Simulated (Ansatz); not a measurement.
Cs2SnI6 (Fm-3m), relaxed with HSE06 (Ansatz, a quantum-chemistry and plane-wave program, plane waves, PAW): a = b = c = 11.960 Å, α = β = γ = 90.00°.

```
Property              Result
--------------------  ------
gap (eV)                1.17
B₀ by P(V) fit (GPa)     7.6
```

Task: The same phase is relaxed and computed with PBEsol in the same code. What are the cell and these values now?

Result: a = b = c = 11.554 Å, α = β = γ = 90.00°.

gap (eV): none
B₀ by P(V) fit (GPa): 11.1

All cells were relaxed under the symmetry of their starts (and spin orders); stability against distortions was not tested throughout. Spin–orbit coupling is left out wherever it is not named.

Potentials: the later of the program's two PAW sets.

Ansatz is a plane-wave DFT program.
